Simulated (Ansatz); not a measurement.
## Competing spin states in HfFe$_{6}$Ge$_{6}$

```
Hf Fe Ge
1.0
     5.02500    0.00000    0.00000
    -2.51250    4.35178    0.00000
     0.00000    0.00000    8.01490
Hf Fe Ge
1 6 6
Cartesian
  0.0000 0.0000 0.0000
  2.5125 0.0000 1.9877
  1.2563 2.1759 1.9877
  -1.2563 2.1759 1.9877
  -1.2563 2.1759 6.0272
  1.2563 2.1759 6.0272
  2.5125 0.0000 6.0272
  0.0000 2.9012 4.0075
  2.5125 1.4506 4.0075
  0.0000 2.9012 0.0000
  2.5125 1.4506 0.0000
  0.0000 0.0000 2.7331
  0.0000 0.0000 5.2818
```

Computed with plane-wave PAW DFT (Ansatz 0.2.0): r2SCAN, 500 eV cutoff, 8×8×4 Γ-centred mesh, fermi-dirac occupations of width 0.050 eV. The atoms are fixed and numbered as listed; spin is collinear, without spin-orbit coupling.

The cycle has several fixed points for this cell. Moments (μB):

```csv
state,Fe2,Fe3,Fe4,Fe5,Fe6,Fe7,other atoms together,size of the net moment a cell
A,2.47,2.47,2.47,-2.47,-2.47,-2.47,0.00,0.00
B,0.00,0.00,0.00,0.00,0.00,0.00,0.00,0.00
C,2.48,2.48,2.37,2.01,-2.36,-2.36,-0.14,4.31
D,2.41,2.22,-1.96,-2.22,1.96,-2.41,0.00,0.00
E,2.44,2.44,2.44,2.44,2.44,2.44,-0.31,13.86
F,2.31,2.31,-2.22,2.22,-2.31,-2.31,0.00,0.00
```

Site moments are taken in small spheres that don't touch (radius about 0.4 of the atom's shortest bond), so those of the magnetic atoms read low, and they needn't add up to the net moment. State B was run without spin polarisation.

Question: What is the order in energy at zero smearing?

Answer: State A (antiparallel, compensated) is lowest; E (parallel moments) lies 18.5 meV above it, C (antiparallel, not compensated) lies 62 meV above it, F (antiparallel, compensated) lies 101 meV above it, D (antiparallel, compensated) lies 130 meV above it, B (without moments) lies 329 meV above it, all counted an atom of the cell.

Question: Which states have a gap on the mesh, and what pressure does each exert on this cell?

Answer: A: no gap, 3.8 GPa; B: no gap, -8.4 GPa; C: no gap, 3.6 GPa; D: no gap, 3.1 GPa; E: no gap, 4.3 GPa; F: no gap, 3.6 GPa (positive in compression). Moments take up room: without them the pressure is lower, so that state wants a smaller cell.

Question: What does magnetism gain here?

Answer: 329 meV an atom of the cell, or 712 meV for each Fe atom, against state B, which has none. In a metal like this the level decides whether moments form at all, so this is no ordering energy.

Of 5 runs begun from atoms with typed moments, each in a different pattern, 1 ended in state A: one start isn't enough to call a state the ground state.

The cell is that of a Crystallography Open Database entry, unchanged.

Caveats: only orders that fit this cell and collinear spins were tried, so the true order may need a larger cell or canted moments; atoms and cell are not relaxed, and each state would relax in its own way; r2SCAN overestimates the moments and magnetic energies of itinerant metals, and can make a paramagnetic metal magnetic; the k mesh is coarse, so differences of a few meV are uncertain where a state is a metal; one start a pattern, so a lower state of the same pattern may exist; the nearest magnetic atoms form triangles, which frustrates antiparallel coupling, so the true order may be non-collinear or need another cell.
